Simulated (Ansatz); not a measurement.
Starting cell, AlNi (CsCl type):

```xyz
2
Lattice="2.8927 0.0000 0.0000 0.0000 2.8927 0.0000 0.0000 0.0000 2.8927" Properties=species:S:1:pos:R:3 pbc="T T T"
Al     0.0000     0.0000     0.0000
Ni     1.4463     1.4463     1.4463
```

Scan: atom 1 (Al, nearest neighbour Ni at 2.505 Å; its periodic images, 2.9 Å or more away, move with it) is displaced along Cartesian x, direction (1.000, 0.000, 0.000) in Cartesian axes, by s. The other atoms stay.

The numbers are results of PBE (plane waves to 420 eV, PAW, scalar-relativistic; Ansatz, a quantum-chemistry and plane-wave program), not measurements. k mesh 13×13×13 (Γ-centred), Fermi-Dirac smearing 0.05 eV. E stands for the smeared free energy. With partly filled bands, energies and forces of such displacements shift with the k mesh and the smearing. AlNi is run without spin polarisation. AlNi was relaxed with its symmetry unable to fall. The PAW data are Ansatz's earlier set. The zero of ΔE is the undisplaced structure. The last digit holds for this mesh only.

```
s (Å)   ΔE (meV/cell)
------  -------------
-0.750         1530.2
-0.600         1006.1
-0.450          572.1
-0.300          254.8
-0.150       withheld
0.000             0.0
0.150        withheld
0.300           254.8
0.450           572.1
0.600          1006.1
0.750          1530.2
```

Fit an even polynomial form (powers 2, 4, 6) to the given rows and predict ΔE at s = -0.150.

Least squares on the 9 given rows: ΔE = (2828)·s² + (83.44)·s⁴ + (-488.9)·s⁶, in meV/cell with s in Å; root-mean-square residual 0.05 meV/cell. At -0.150 the fit gives 63.7 meV/cell; the calculation gives 63.6 meV/cell, so the interpolation is off by 0.1 (+0.2 %). The quadratic term alone would give 63.6 meV/cell.

(For displaced atoms, the force is minus the slope of the energy, and its curvature is a force constant, which sets phonon frequencies.)
